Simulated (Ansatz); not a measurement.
KTaO₃ (cubic perovskite, space group No. 221) at seven volumes, r²SCAN in the plane-wave PAW code Ansatz, scaled uniformly. One row is withheld.

```csv
V (Å³/atom),P (GPa)
11.562,24.25
11.943,14.83
12.324,6.82
12.705,0.01
13.087,-5.78
13.468,?
13.849,-14.88
```

Problem. Fit the shown pressures and predict the withheld one.

Solution. P = (3/2)B₀(x^(7/2) − x^(5/2))[1 + (3/4)(B′ − 4)(x − 1)] with x = (V₀/V)^(2/3). Least squares on the six rows gives V₀ = 12.706 Å³/atom, B₀ = 209 GPa, B′ = 4.40. At V = 13.468, x = 0.9619 and P = -10.71 GPa. The run itself gave -10.70 GPa.

Space group Pm-3m (cubic perovskite). The r²SCAN relaxation kept the symmetry of its start; phonons on a q-mesh show weakly imaginary modes. No spin polarisation was allowed. Scalar-relativistic: spin–orbit coupling is off unless named, which matters more the heavier the elements.

Potentials: the later of the program's two PAW sets.
